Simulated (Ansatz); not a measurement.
SnC$_{8}$ in space group P6/mmm (No. 191; C on 6l, C on 2c, Sn on 1b), r²SCAN+D4 (plane waves, PAW; program Ansatz), all energies at zero smearing, with the estimated change up to a 700 eV cutoff added, with one set of potentials and settings (totals compare only within such a set). Cell of 9 atoms (8 C, 1 Sn): -8049.851 eV.

| element | reference phase | E (eV/atom) |
|---|---|---|
| C | P6_3/mmc, 4 atoms in the cell | -251.7456 |
| Sn | Fd-3m, 2 atoms in the cell | -6038.7502 |

Formation energy per atom, worked out: (-8049.851 − 8×(-251.7456) − 1×(-6038.7502))/9 = 0.318 eV/atom (31 kJ per mol of atoms), at 0 K, without zero-point energy or fitted corrections.

A made-up cell: these elements were put on the sites of a structure type; neither database checked (COD, Materials Project) lists it. Whether it is the stable phase at ambient conditions was not checked. The cell was relaxed with r²SCAN+D4 under the symmetry of its start; whether a distortion lowers the energy is not shown. The references are the lowest solids computed at this level, not always the standard phases. Scalar-relativistic: spin–orbit coupling is off unless named, which matters more the heavier the elements.

Potentials: the later of the program's two PAW sets.
